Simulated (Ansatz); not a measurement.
AlAs:
```xyz
2
Lattice="0.0000 2.6052 2.6052 2.6052 0.0000 2.6052 2.6052 2.6052 0.0000" Properties=species:S:1:pos:R:3 pbc="T T T"
Al     2.6052     2.6052     2.6052
As     0.0000     0.0000     0.0000
```

Relaxed with LDA. Special points in fractions of this cell's reciprocal vectors: Γ (0.000, 0.000, 0.000); X (0.500, 0.000, 0.500); U (0.625, 0.250, 0.625); K (0.375, 0.375, 0.750); L (0.500, 0.500, 0.500); W (0.500, 0.250, 0.750).

**Question.** List the band energies nearest the Fermi level at these points for the program Ansatz at the LDA level (PAW).

**Answer.** In eV from the Fermi level; about four levels below and three above (degenerate sets whole), none deeper than 8.9 eV; points with the same levels are listed once.

| k | below | above |
|---|---|---|
| Γ | – | 0.29 0.29 0.29 |
| X | -5.95 -2.63 -2.63 -1.93 | 2.36 11.18 11.18 |
| U | -5.47 -5.35 -2.04 | 0.20 5.48 7.20 |
| L | -7.39 -0.26 -0.26 | 3.02 3.27 3.27 |
| W | -4.84 -4.77 -4.77 | 3.05 4.58 7.08 7.08 |

Space group Fm-3m (rock salt). The first step of the workflow began from a Materials Project structure, measured or hypothetical; the Crystallography Open Database copy checked does not list it. It is not the phase usual at ambient conditions (space group No. 216). The LDA relaxation kept the symmetry of its start; whether a distortion lowers the energy is not shown. Scalar-relativistic: spin–orbit coupling is off unless named, which matters more the heavier the elements.

Potentials: the later of the program's two PAW sets.
